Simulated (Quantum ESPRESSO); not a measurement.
Inputs of pw.x and gipaw.x (a modified build of Quantum ESPRESSO, PBE) for ZnS; the starting potential comes from an earlier run on another mesh:

```
&CONTROL
  calculation = 'scf'
  prefix = 'x'
  pseudo_dir = './pseudo'
  outdir = './out'
  tprnfor = .true.
/
&SYSTEM
  ibrav = 0
  nat = 4
  ntyp = 2
  ecutwfc = 40
  ecutrho = 160
  occupations = 'fixed'
  nbnd = 18
/
&ELECTRONS
  conv_thr = 1e-11
  startingpot = 'file'
/
ATOMIC_SPECIES
Zn 65.380 Zn.GGA_PBE-JTH.UPF
S 32.060 S.GGA_PBE-JTH.UPF
CELL_PARAMETERS angstrom
    3.805799791408     0.000000000000     0.000000000000
   -1.902899895704     3.295919301077     0.000000000000
    0.000000000000     0.000000000000     6.237980000000
ATOMIC_POSITIONS crystal
Zn     0.333333000000     0.666667000000     0.000140000000
Zn     0.666666333333     0.333333666667     0.500140000000
S      0.333333000000     0.666667000000     0.368447667803
S      0.666666333333     0.333333666667     0.868447667803
K_POINTS automatic
8 8 4 1 1 1
```

```
&INPUTGIPAW
  job = 'nmr'
  prefix = 'x'
  tmp_dir = './out/'
  restart_mode = 'from_scratch'
  pawproj(1) = .true.
  pawproj(2) = .true.
  use_nmr_macroscopic_shape = .false.
/
```

The cell was made here from a computed Materials Project entry: S3 and its equivalents moved by 0.04 Å along (0.00, 0.00, -1.00), space group kept. The parent is ZnS in P6₃mc. Stability against distortions was not tested.

Task: Give the final section of the GIPAW output.

Result: 
```
     Total NMR chemical shifts in ppm: ---------------------------------------
     (adopting the Simpson convention for anisotropy and asymmetry)-----------

     Atom  1  Zn  pos: ( -0.000001  0.577351  0.000229)  Total sigma:        1220.57
          1204.7832          0.0000          0.0000
             0.0000       1204.7832         -0.0000
             0.0000         -0.0000       1252.1483

     Zn      1    anisotropy:     47.37    eta:    0.0000
     Zn      1    sigma_11=   1204.78
     Zn      1    sigma_22=   1204.78
     Zn      1    sigma_33=   1252.15

     Atom  2  Zn  pos: (  0.499999  0.288675  0.819765)  Total sigma:        1220.57
          1204.7832         -0.0000          0.0000
            -0.0000       1204.7832         -0.0000
             0.0000         -0.0000       1252.1483

     Zn      2    anisotropy:     47.37    eta:    0.0000
     Zn      2    sigma_11=   1204.78
     Zn      2    sigma_22=   1204.78
     Zn      2    sigma_33=   1252.15

     Atom  3  S   pos: ( -0.000001  0.577351  0.603912)  Total sigma:         645.32
           648.3745          0.0000         -0.0000
             0.0000        648.3745          0.0000
            -0.0000          0.0000        639.2044

     S       3    anisotropy:     -9.17    eta:    0.0000
     S       3    sigma_11=    648.37
     S       3    sigma_22=    648.37
     S       3    sigma_33=    639.20

     Atom  4  S   pos: (  0.499999  0.288675  1.423448)  Total sigma:         645.32
           648.3745         -0.0000         -0.0000
            -0.0000        648.3745          0.0000
            -0.0000          0.0000        639.2044

     S       4    anisotropy:     -9.17    eta:    0.0000
     S       4    sigma_11=    648.37
     S       4    sigma_22=    648.37
     S       4    sigma_33=    639.20
```
The printed anisotropy is 3/2 (σ_33 − σ_iso) in the program's own order; the axes are left out here. Anisotropies that symmetry doesn't fix are less certain than the isotropic values. Shieldings are absolute and leave out the bulk-susceptibility term; a larger σ means a smaller chemical shift. In our sweeps, cutoffs and meshes of this size left a few ppm, and up to some 20 ppm on atoms from Zn on. The datasets of S hold no d projectors, which limits absolute σ on these atoms.
